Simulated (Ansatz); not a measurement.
AlPt3C (anti-perovskite, Pm-3m) under volume change, plane-wave PAW PBE (Ansatz code), scaled uniformly.

| V (Å³/atom) | E − E(relaxed) (meV/atom) | P (GPa) |
|---|---|---|
| 13.265 | 91.5 | 24.50 |
| 13.702 | 38.2 | 14.86 |
| 14.139 | 9.0 | 6.77 |
| 14.577 | 0.0 | 0.00 |
| 15.014 | 8.0 | -5.67 |
| 15.451 | 30.1 | -10.40 |
| 15.889 | 64.0 | -14.33 |

What does a third-order Birch–Murnaghan fit give for V₀, B₀ and B′?

V₀ = 14.58 Å³/atom, B₀ = 206 GPa, B′ = 4.9.

The start of the workflow was typed in or built on a structure type; neither database checked (COD, Materials Project) lists it. Its standing as an ambient phase is unchecked. Symmetry was held in the PBE relaxation; its stability against distortions is not shown here. The run is not spin-polarised. Its formation energy is positive at this level, so the cell may be metastable or incomplete. Spin–orbit coupling is left out wherever it is not named.

Potentials: the later of the program's two PAW sets.
